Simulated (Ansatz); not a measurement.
Be2B (fluorite or antifluorite type, Fm-3m) under volume change, LDA (plane waves, PAW; program Ansatz), scaled uniformly.

| V (Å³/atom) | E − E(relaxed) (meV/atom) | P (GPa) |
|---|---|---|
| 6.939 | 34.5 | 17.24 |
| 7.167 | 14.7 | 10.72 |
| 7.396 | 3.5 | 5.01 |
| 7.625 | 0.0 | 0.02 |
| 7.854 | 3.2 | -4.36 |
| 8.082 | 12.2 | -8.20 |
| 8.311 | 26.4 | -11.58 |

Task: What does a third-order Birch–Murnaghan fit give for V₀, B₀ and B′?

Result: V₀ = 7.63 Å³/atom, B₀ = 156 GPa, B′ = 3.4.

The workflow started from an entry of the Crystallography Open Database (COD). Whether it is the stable phase at ambient conditions was not checked. The cell was relaxed with LDA under the symmetry of its start; phonons on a q-mesh show no instability.

Potentials: the later of the program's two PAW sets.
